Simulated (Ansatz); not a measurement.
Structure: FeBrI (Janus 1T monolayer), at its r2SCAN minimum. In-plane lattice: a = 3.734 Å, b = 3.734 Å, γ = 120.0°; thickness between the outer nuclei 2.76 Å. Around Fe lie 3 Br at 2.54 Å and 3 I at 2.59 Å; around Br lie 3 Fe at 2.54 Å; around I lie 3 Fe at 2.59 Å.

```xyz
3
Lattice="3.7342 0.0000 0.0000 -1.8671 3.2339 0.0000 0.0000 0.0000 30.0401" Properties=species:S:1:pos:R:3 pbc="T T F"
Fe    0.0000    0.0000    9.0306
Br    0.0000    2.1559   10.3657
I     1.8671    1.0780    7.6037
```
Two periodic directions, a and b.

4 runs of Ansatz 0.2.0 on this cell differ in the functional (and in the settings that go with it). Levels are in eV from each run's valence top; v1 is the last filled band, c1 the first empty one.

Run A, mean stress 0.0 N/m (compression positive):
```tsv
point	v4	v3	v2	v1	c1	c2
Γ	-1.35	-0.54	-0.54	-0.22	2.19	2.19
M	-2.88	-0.60	-0.22	-0.19	2.04	2.06
K	-2.85	-0.45	-0.15	-0.07	1.53	1.92
```

Run B, mean stress +0.4 N/m (compression positive):
```tsv
point	v4	v3	v2	v1	c1	c2
Γ	-0.64	-0.33	-0.13	-0.13	4.35	4.35
M	-1.87	-0.51	-0.42	-0.39	4.27	4.35
K	-1.79	-0.70	-0.31	-0.23	3.76	4.21
```

Run C, mean stress -0.2 N/m (compression positive):
```tsv
point	v4	v3	v2	v1	c1	c2
Γ	-1.66	-0.62	-0.62	-0.26	1.47	1.47
M	-3.19	-0.72	-0.21	-0.16	1.25	1.27
K	-3.20	-0.43	-0.12	-0.04	0.70	1.07
```

Run D, mean stress -4.0 N/m (compression positive):
```tsv
point	v4	v3	v2	v1	c1	c2
Γ	-1.74	-0.66	-0.66	-0.27	1.31	1.31
M	-3.30	-0.77	-0.22	-0.16	1.05	1.09
K	-3.31	-0.43	-0.11	-0.04	0.47	0.85
```

Question: Match the runs to LDA, PBE, r2SCAN, HSE06.

Answer: A is r2SCAN, B is HSE06, C is PBE, D is LDA. In order of the gap: LDA 0.47, PBE 0.68, r2SCAN 1.49, HSE06 3.68 eV.

The cell comes from a prototype generator: it can be a known phase or a hypothetical one. Spin polarisation is off.

No spin-orbit coupling is included; it can move band edges with weight on the heavy atoms by tenths of an eV.

The program warns that its thresholds are loose for a hybrid's stress.

The meshes of the hybrids are coarse, so their gaps aren't converged to the digits shown.
